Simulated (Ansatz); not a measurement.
SrTiO3 (cubic perovskite), relaxed with r²SCAN (Ansatz, an electronic-structure program, plane waves, PAW): a = b = c = 3.9068 Å, α = β = γ = 90.00°.

* **gap (eV)**: 2.26
* **B₀ by P(V) fit (GPa)**: 189

Question: The same phase is relaxed and computed with HSE06 in the same code. What are the cell and these values now?

Answer: a = b = c = 3.8944 Å, α = β = γ = 90.00°.

- gap (eV) = 3.36
- B₀ by P(V) fit (GPa) = 193

All cells were relaxed under the symmetry of their starts (and spin orders); stability against distortions was not tested throughout. Rows with no word on spin ran without spin polarisation. Spin–orbit coupling is left out wherever it is not named.

Potentials: the later of the program's two PAW sets.

Ansatz is a plane-wave DFT program.
